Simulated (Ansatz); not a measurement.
BN (wurtzite, P6_3mc), PBEsol in the plane-wave PAW code Ansatz. The conduction-band minimum lies at K, with 2 equivalent valleys. Second derivatives d²E/dk² of the lowest band at one valley (eV·Å²), along Cartesian directions:

```csv
direction,d²E/dk²
[100],15.29
[010],15.29
[001],25.42
[110],15.29
[101],20.35
[011],20.35
```

Task: Find the principal effective masses, the density-of-states mass and the conductivity mass.

Result: Off-diagonal terms follow from H_xy = H[110] − (H_xx + H_yy)/2, and m*/mₑ = 7.620 eV·Å² over each eigenvalue: 0.30, 0.50, 0.50. One valley's DOS mass (m₁m₂m₃)^(1/3) = 0.42, conductivity mass 3/(Σ 1/mᵢ) = 0.41 mₑ.

Task: What effective density of states Nc follows at 300 K for parabolic valleys?

Result: Nc = 2.509e19 × 2 × (0.42)^(3/2) ≈ 1.4e19 cm⁻³.

The cell was relaxed with PBEsol under the symmetry of its start.

Potentials: the earlier of the program's two PAW sets. The files were generated under PBE; for other functionals the program regenerates the frozen cores, and for LDA and PBEsol the local potential too.

Edges and masses are those of Kohn–Sham bands, whose gap is no quasiparticle gap.
